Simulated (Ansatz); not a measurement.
### Question
Name crystals whose computed values (r²SCAN in the plane-wave PAW code Ansatz) fall in these windows: electron conductivity mass (mₑ) 3.9 to 5.1; gap (eV) 1.4 to 1.7.

### Answer


```csv
crystal,electron conductivity mass (mₑ),gap (eV)
"Rb2VAgS4, Fddd (Rb on 16g, V on 8a, Ag on 8b, S on 32h)",4.5,1.58
```
Others may fit too.

Standing as an ambient phase not checked: Rb2VAgS4, Fddd (Rb on 16g, V on 8a, Ag on 8b, S on 32h). The cell was relaxed under the symmetry of its start. Rows with no word on spin ran without spin polarisation. Scalar-relativistic: spin–orbit coupling is off unless named, which matters more the heavier the elements.

Potentials: the later of the program's two PAW sets.
